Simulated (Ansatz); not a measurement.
# GdIn2Rh: what a change of hamiltonian.xc, scf.max_iter does

All numbers are calculated (PBEsol, collinear spin, no spin-orbit coupling; Ansatz, PAW set soft_2, 420 eV, k-mesh 8×8×4), not measured. These are the settings of the reference run.

Cell:

```
Gd In Rh
1.0
     2.15396   -4.98681    0.00000
     2.15396    4.98681    0.00000
     0.00000    0.00000    7.94035
Gd In Rh
2 4 2
Direct
  0.06686 0.93314 0.75000
  0.93314 0.06686 0.25000
  0.64470 0.35530 0.05016
  0.35530 0.64470 0.94984
  0.64470 0.35530 0.44984
  0.35530 0.64470 0.55016
  0.21636 0.78364 0.25000
  0.78364 0.21636 0.75000
```

The reference run of this cell is solved again as a single point with these keys changed:

| key | reference run | changed run |
| --- | --- | --- |
| hamiltonian.xc | pbesol | lda+u |
| scf.max_iter | not typed | 50 |

Question: How far do the results move?

Answer: It is refused before the calculation starts. Message: Error: YAML parse error: error: line 20 column 7: hamiltonian.xc: unknown variant `lda+u`, expected one of `lda`, `lda-pw`, `pw92`, `pbe`, `pbesol`, `rpbe`, `revpbe`, `blyp`, `pbe0`, `revpbe0`, `b3lyp`, `b3lyp5`, `hse06`, `wpbeh`, `hiss`, `lc_wpbe`, `cam_b3lyp`, `hf`, `r2scan`, `r2scanh`, `r2scan0`, `r2scan50`, `mr2scan`
  --> <input>:20:7
   |
18 |   mp_grid: { grid: [8, 8, 4] }
19 | hamiltonian:
